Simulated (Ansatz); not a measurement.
RbAg3S2 in space group C2/m (No. 12; Pearson symbol mS24), r²SCAN (plane waves, PAW; program Ansatz). The conduction-band minimum lies at Γ, with 1 equivalent valley. Second derivatives d²E/dk² of the lowest band at one valley (eV·Å²), along Cartesian directions:

```csv
direction,d²E/dk²
[100],32.63
[010],35.63
[001],31.40
[110],34.15
[101],29.43
[011],33.53
```

**Question.** Find the principal effective masses, the density-of-states mass and the conductivity mass.

**Answer.** Off-diagonal terms follow from H_xy = H[110] − (H_xx + H_yy)/2, and m*/mₑ = 7.620 eV·Å² over each eigenvalue: 0.21, 0.22, 0.26. One valley's DOS mass (m₁m₂m₃)^(1/3) = 0.23, conductivity mass 3/(Σ 1/mᵢ) = 0.23 mₑ.

**Question.** What effective density of states Nc follows at 300 K for parabolic valleys?

**Answer.** Nc = 2.509e19 × 1 × (0.23)^(3/2) ≈ 2.8e18 cm⁻³.

The first step of the workflow began from a Materials Project structure, measured or hypothetical; the Crystallography Open Database copy checked does not list it. Whether it is the stable phase at ambient conditions was not checked. Symmetry was held in the r²SCAN relaxation; its stability against distortions is not shown here. No spin polarisation was allowed. Scalar-relativistic: spin–orbit coupling is off unless named, which matters more the heavier the elements.

Potentials: the later of the program's two PAW sets.

Edges and masses are those of Kohn–Sham bands, whose gap is no quasiparticle gap.
